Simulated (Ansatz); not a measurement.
Sr:
```
CELL_PARAMETERS angstrom
      0.00000     3.01349     3.01349
      3.01349     0.00000     3.01349
      3.01349     3.01349     0.00000
ATOMIC_POSITIONS crystal
  Sr 0.00000 0.00000 0.00000
```

Relaxed with PBE. Special points in fractions of this cell's reciprocal vectors: Γ (0.000, 0.000, 0.000); X (0.500, 0.000, 0.500); U (0.625, 0.250, 0.625); K (0.375, 0.375, 0.750); L (0.500, 0.500, 0.500); W (0.500, 0.250, 0.750).

List the band energies nearest the Fermi level at these points for PBE in the plane-wave PAW code Ansatz.

In eV from the Fermi level; about four levels below and three above (degenerate sets whole), none deeper than 8.9 eV; points with the same levels are listed once.

```json
[
 {"k": "Γ", "below": "-3.65", "above": "2.36 2.36 2.36"},
 {"k": "X", "below": "-0.64", "above": "0.35 1.06 4.89"},
 {"k": "U", "below": "-0.09", "above": "0.24 0.84 3.43"},
 {"k": "L", "below": "-1.12", "above": "0.07 2.20 2.20"},
 {"k": "W", "below": "–", "above": "0.07 0.64 0.64"}
]
```

Space group Fm-3m (fcc (Cu type)). The PBE relaxation kept the symmetry of its start. Spin–orbit coupling is left out wherever it is not named.

Potentials: the earlier of the program's two PAW sets.
